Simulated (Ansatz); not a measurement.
# Calculated 17O NMR of the central transition for AsH6NO4

Cell: an entry of the Crystallography Open Database (COD) whose atoms were relaxed with PBE, the cell held.

```cif
data_AsH6NO4
_symmetry_space_group_name_H-M 'I-42d'
_symmetry_Int_Tables_number 122
_cell_length_a 7.7020
_cell_length_b 7.7020
_cell_length_c 7.7150
_cell_angle_alpha 90.000
_cell_angle_beta 90.000
_cell_angle_gamma 90.000
loop_
_atom_site_label
_atom_site_type_symbol
_atom_site_symmetry_multiplicity
_atom_site_Wyckoff_symbol
_atom_site_fract_x
_atom_site_fract_y
_atom_site_fract_z
H1 H 8 d 0.1531 0.2500 0.1250
H5 H 16 e 0.1096 0.0202 0.5758
As As 4 a 0.0000 0.0000 0.0000
N N 4 b 0.0000 0.0000 0.5000
O O 16 e 0.1598 0.0927 0.1241
```

One atom of each set is listed; the run and its k-mesh use a cell of 24 atoms with edges of 6.67, 6.67, 6.67 Å.

The numbers come from a DFT calculation in Ansatz (PBE, plane waves and PAW, scalar-relativistic, 420 eV cutoff, Γ-centred 5×5×5 k-points, Fermi–Dirac smearing 0.02 eV).

17O has I = 5/2 and Q = -25.58 mb (Pyykkö 2018); at 21.1 T its Larmor frequency is ν₀ = 121.8 MHz. Only the quadrupole interaction is simulated: positions count from each site's isotropic chemical shift, and J coupling is left out, as are shift anisotropy and dipolar coupling, which fast spinning averages.

Simulated pattern of one O site (fast magic-angle spinning, Gaussian broadening 0.4 kHz):

(offset (kHz), height): (-8.598, 0), (-8.371, 1), (-8.145, 5), (-7.918, 8), (-7.692, 9), (-7.465, 9), (-7.239, 10), (-7.013, 10), (-6.786, 11), (-6.560, 16), (-6.333, 26), (-6.107, 31), (-5.880, 34), (-5.654, 36), (-5.427, 38), (-5.201, 42), (-4.974, 48), (-4.748, 63), (-4.522, 94), (-4.295, 100), (-4.069, 85), (-3.842, 76), (-3.616, 73), (-3.389, 73), (-3.163, 75), (-2.936, 81), (-2.710, 93), (-2.484, 98), (-2.257, 85), (-2.031, 71), (-1.804, 63), (-1.578, 58), (-1.351, 54), (-1.125, 51), (-0.898, 48), (-0.672, 45), (-0.446, 36), (-0.219, 16), (0.007, 2), (0.234, 0)

(1) Which |C_Q| and η does the pattern imply?

## Answers

(1) The pattern spans 7.88 kHz before broadening and its centre of gravity is at -3.40 kHz, which fixes P_Q; the places of the horns and steps fix η. That gives P_Q = 8.30 MHz, |C_Q| = 7.98 MHz and η = 0.50. The sign of C_Q can't be read from the pattern.

At O V_zz points along the longer of its two bonds, to As (within 9°).

The entry's hydrogen positions were far off; the other atoms hardly move on relaxation.

The relaxation (7 steps) took 1.9 min of wall time (1.9 min of CPU time) and 0.69 GiB at its peak, on 1 thread of Intel Xeon Platinum 8375C CPU @ 2.90GHz (Ice Lake) (x86_64; 2 cores open to the job, memory cap 2.5 GiB, no GPU), a shared host with a load of 0.2 a core.
